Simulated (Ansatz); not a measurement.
Fe (bcc (W type), Im-3m) at seven volumes, the program Ansatz at the PBEsol level (PAW), scaled uniformly. One row is withheld.

```
V (Å³/atom)  P (GPa)
-----------  -------
9.833              ?
10.158         16.79
10.482          7.78
10.806          0.03
11.130         -6.09
11.454        -10.86
11.779        -15.29
```

### Question
Fit the shown pressures and predict the withheld one.

### Answer
Third-order Birch–Murnaghan: P = (3/2)B₀(x^(7/2) − x^(5/2))[1 + (3/4)(B′ − 4)(x − 1)] with x = (V₀/V)^(2/3). Least squares on the six rows gives V₀ = 10.813 Å³/atom, B₀ = 225.8 GPa, B′ = 5.60. At V = 9.833, x = 1.0654 and P = 27.98 GPa. The run itself gave 27.35 GPa.

Symmetry was held in the PBEsol relaxation. The final state is ferromagnetic, chosen from 3 collinear starts compared on coarse meshes (ties went to the first, and starts can fall back to one state), not a proven ground state. Textbook magnetic order: ferromagnetic.

Potentials: the earlier of the program's two PAW sets. The files were generated under PBE; for other functionals the program regenerates the frozen cores, and for LDA and PBEsol the local potential too.
